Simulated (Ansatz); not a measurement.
Ga₆As (Fm-3m)

These are results of Ansatz 0.2.0, DFT PBE, scalar-relativistic, plane waves, PAW, not measurements.

Plane waves to 420 eV, a k mesh through Γ of 8×8×8 on the computed 7-atom cell and Gaussian smearing (0.10 eV); no spin polarisation.

The structure is relaxed at this level of theory with its symmetry kept, and needn't be the ground state of this composition.

```xyz
7
Lattice="0.0000 4.1612 4.1612 4.1612 0.0000 4.1612 4.1612 4.1612 0.0000" Properties=species:S:1:pos:R:3 pbc="T T T"
Ga    2.0806    2.0806    4.1612
Ga    2.0806    4.1612    2.0806
Ga    2.0806    2.0806    0.0000
Ga    2.0806    0.0000    2.0806
Ga    4.1612    2.0806    2.0806
Ga    0.0000    2.0806    2.0806
As    0.0000    0.0000    0.0000
```

| Quantity | Value |
| --- | --- |
| Space group | Fm-3m (No. 225) |
| Volume per atom | 138.9 bohr³ |
| Formation energy from the elements' standard states (uncorrected) | +0.096 eV/atom |
| Kohn–Sham band gap | none (metal) |
| Density of states at the Fermi level | 4.4 states/eV per cell |
| Orbital (Löwdin) character within 0.5 eV of the Fermi level | Ga 4p 63 %, Ga 4s 20 %, As 4p 12 % |
| Bader charge by site (e) | Ga (6 in the cell) 0.10, As (1 in the cell) -0.58 |

The cell was found from a structure generator's guess, not taken from experiment. Löwdin shares on free-atom orbitals overweight diffuse shells.
